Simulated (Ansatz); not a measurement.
The relaxed structure here is a generated cell of VBiO4: the first start was made by placing the elements on the sites of a structure type, and the end was not matched to a known phase here, so it may be hypothetical. Known forms of VBiO4 include space group No. 88.

A relaxed cell of VBiO4 (P6/mmm (No. 191)), relaxed on a k-mesh at least as fine as the one used below. These are PBE (plane waves to 420 eV, PAW, scalar-relativistic; Ansatz, a quantum-chemistry and plane-wave program) values and carry that method's errors. Γ-centred k-mesh 7×7×2 on the run's cell (coarser than for final values), Fermi–Dirac smearing 0.05 eV.

```xyz
12
Lattice="3.6377 0.0000 0.0000 -1.8189 3.1504 0.0000 0.0000 0.0000 11.3248" Properties=species:S:1:pos:R:3 pbc="T T T"
V      0.0000     0.0000     2.8312
V      0.0000     0.0000     8.4936
Bi     0.0000     0.0000     0.0000
Bi     0.0000     0.0000     5.6624
O      0.0000     2.1003     1.6223
O      0.0000     2.1003     7.2847
O      1.8189     1.0501     1.6223
O      1.8189     1.0501     7.2847
O      1.8189     1.0501     4.0401
O      1.8189     1.0501     9.7025
O      0.0000     2.1003     4.0401
O      0.0000     2.1003     9.7025
```
Spin-polarised start, with parallel moments on V.

The atoms are displaced by (Å):

```csv
atom,ux,uy,uz
V1,-0.071,-0.069,-0.056
V2,0.095,0.049,-0.161
Bi3,0.099,0.014,0.057
Bi4,0.097,0.128,-0.063
O5,-0.072,0.107,-0.116
O6,0.008,0.044,0.108
O7,0.097,0.026,-0.094
O8,-0.002,0.060,-0.013
O9,-0.040,-0.099,-0.129
O10,-0.021,0.007,0.018
O11,-0.058,0.096,-0.033
O12,0.033,0.093,0.119
```

Q: What forces (eV/Å) and pressure result?

A: 
| atom | Fx | Fy | Fz |
|---|---|---|---|
| V1 | -0.43 | -0.70 | 0.70 |
| V2 | 0.68 | 0.00 | 0.09 |
| Bi3 | 0.21 | 0.03 | -1.55 |
| Bi4 | 0.28 | 0.35 | -0.42 |
| O5 | 0.67 | 0.00 | 0.75 |
| O6 | -0.28 | 0.05 | 0.39 |
| O7 | -0.39 | 0.44 | 0.32 |
| O8 | -0.18 | -0.17 | -0.25 |
| O9 | -0.04 | 1.08 | -0.12 |
| O10 | -0.20 | 0.04 | -0.18 |
| O11 | -0.09 | -1.10 | 0.22 |
| O12 | -0.22 | -0.02 | 0.05 |

Pressure +2.3 GPa.

The undisplaced cell is probably no minimum: from this displacement the run went on to Cc (No. 9), 1.66 eV/atom below it.

Spin state reached: ferromagnetic (net 0.17 μB/atom), from parallel starting moments; other spin orders were not run from this start. The d or f electrons are treated with no Hubbard U.
